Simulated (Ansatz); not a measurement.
One element of this relaxed crystal is hidden as X:

```
cell (Å)
  -1.652 1.652 4.096
  1.652 -1.652 4.096
  1.652 1.652 -4.096
  Ge 0.3372 0.3372 0.0000
  Ge 0.6628 0.6628 0.0000
  X 0.0000 0.0000 0.0000
```

All-electron LAPW in Ansatz 0.2.0 under PBEsol, scalar-relativistic and without spin polarisation, finds it within 0.08 GPa of zero pressure, with a formation energy of -0.03 eV/atom from the elements, no gap. The structure needn't be the ground state.

Q: Which element is X?

A: W, which makes the crystal Ge₂W. Neighbours weren't tried against these numbers.
